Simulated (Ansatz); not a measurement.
# Zincblende alloy of GaAs and AlAs (4 of 32 Ga sites exchanged), 64 atoms

Ansatz, PAW, plane waves. PBEsol relaxation of volume and atoms (shape held) at the single k point (¼, ¼, ¼) without its symmetry partners; single points on the relaxed atoms at the single k point (¼, ¼, ¼) without its symmetry partners, onto which points of the small cell's zone fold. Arrangement: clustered. No spin–orbit coupling unless named.

Relaxed structure:

```
Ga Al As
1.0
    11.32321    0.00000    0.00000
     0.00000   11.32321    0.00000
     0.00000    0.00000   11.32321
Ga Al As
28 4 32
Direct
  0.00031 0.00018 0.00009
  0.00005 0.00034 0.49982
  0.00046 0.50012 0.00002
  0.00023 0.50004 0.50048
  0.50063 0.00019 0.00001
  0.50033 0.49966 0.00025
  0.50086 0.49978 0.49989
  0.25056 0.25008 0.99986
  0.25028 0.25055 0.50003
  0.25019 0.75001 0.00056
  0.75043 0.25026 0.00006
  0.75017 0.24996 0.50014
  0.75044 0.75035 0.00002
  0.75087 0.74998 0.49974
  0.25029 0.00052 0.24967
  0.25082 0.50007 0.24995
  0.25022 0.49990 0.75047
  0.75076 0.00030 0.24961
  0.75050 0.00044 0.75020
  0.75049 0.50014 0.25008
  0.75051 0.49994 0.74996
  0.00065 0.25027 0.25025
  0.00010 0.25033 0.74992
  0.00048 0.75050 0.24990
  0.99998 0.74997 0.75052
  0.50034 0.25006 0.24993
  0.50046 0.25004 0.75027
  0.50091 0.74990 0.24965
  0.50031 0.99955 0.49929
  0.25011 0.74958 0.49975
  0.25001 0.99994 0.74946
  0.50018 0.74951 0.74996
  0.12534 0.12526 0.12480
  0.12499 0.12557 0.62479
  0.12534 0.62498 0.12526
  0.12510 0.62493 0.62553
  0.62528 0.12501 0.12487
  0.62503 0.12483 0.62472
  0.62554 0.62484 0.12469
  0.62589 0.62498 0.62476
  0.37527 0.37473 0.12498
  0.37547 0.37523 0.62517
  0.37552 0.87510 0.12503
  0.37540 0.87474 0.62486
  0.87553 0.37506 0.12513
  0.87503 0.37486 0.62484
  0.87548 0.87505 0.12475
  0.87536 0.87514 0.62501
  0.37516 0.12542 0.37497
  0.37511 0.12478 0.87485
  0.37597 0.62488 0.37480
  0.37522 0.62482 0.87568
  0.87525 0.12527 0.37492
  0.87539 0.12518 0.87497
  0.87572 0.62505 0.37487
  0.87514 0.62492 0.87512
  0.12543 0.37555 0.37513
  0.12520 0.37482 0.87502
  0.12537 0.87550 0.37487
  0.12530 0.87507 0.87534
  0.62543 0.37481 0.37480
  0.62527 0.37503 0.87485
  0.62613 0.87495 0.37444
  0.62536 0.87495 0.87478
```

What are the mean bond lengths by pair (pairs within 1.2 times the sum of covalent radii, less contacts 15 % beyond the pair's median; cation–cation pairs of compounds aside; long ionic contacts are cut short by that bound)?

Al–As 2.454 ± 0.001 Å (standard deviation, 16 bonds); As–Ga 2.451 ± 0.002 Å (standard deviation, 112 bonds).

What gap lies between the top filled and the lowest empty level in the single points?

HSE06 2.27 eV (37 s on NVIDIA GB200). Away from Γ this isn't the crystal's band gap.
